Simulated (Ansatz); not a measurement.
Relaxed-ion elastic tensor of ZnAg in space group P-6m2 (No. 187; Zn on 1a, Ag on 1d) in GPa (Voigt order), plane-wave PAW LDA (Ansatz code); density 9.74 g/cm³, 14.77 Å³ per atom.

```
      1     2     3     4     5     6
-  ----  ----  ----  ----  ----  ----
1   163   104  97.4   0.0   0.0   0.0
2   104   163  97.4   0.0   0.0   0.0
3  97.4  97.4   216   0.0   0.0   0.0
4   0.0   0.0   0.0  45.9   0.0   0.0
5   0.0   0.0   0.0   0.0  45.9   0.0
6   0.0   0.0   0.0   0.0   0.0  29.6
```

Is the crystal mechanically stable?

Yes: the smallest eigenvalue of C is 29.6 GPa.

Work out the Voigt, Reuss and Hill averages.

K_V = 126, K_R = 125, K_H = 126; G_V = 40.5, G_R = 38.2, G_H = 39.3 GPa.

Give Young's modulus, Poisson's ratio, Pugh's ratio and the universal anisotropy index.

E = 9KG/(3K + G) = 107 GPa; ν = 0.36; K/G = 3.19 (ductile by the Pugh limit of 1.75); A_U = 5G_V/G_R + K_V/K_R − 6 = 0.31.

Estimate the sound speeds and the Debye temperature.

v_l = √((K + 4G/3)/ρ) = 4280 m/s, v_t = √(G/ρ) = 2010 m/s, mean 2260 m/s; Θ = (h/k)(3n/4πV)^(1/3) v_m = 274 K.

How much does each axis shrink under pressure?

Linear compressibilities β_i = Σ_j S_ij (j = 1 to 3): x 3.1, y 3.1, z 1.9 per TPa.

The workflow started from a Materials Project entry (that database holds measured and hypothetical structures alike); the Crystallography Open Database copy checked does not list it. COD files the formula under space group No. 221. With Zn and Ag taken as one species the cell has the higher symmetry P6_3/mmc, so it may be an ordered model of a mixed-site phase. Whether it is the stable phase at ambient conditions was not checked. The cell was relaxed with LDA under the symmetry of its start; its stability against distortions is not shown here. No spin polarisation was allowed. As this level gives no gap, shear constants depend on the k-mesh and smearing (Fermi–Dirac, 0.1 eV here). On the denser mesh and wider smearing of the elastic run this cell carries a stress of 0.4 GPa.

Potentials: the later of the program's two PAW sets.
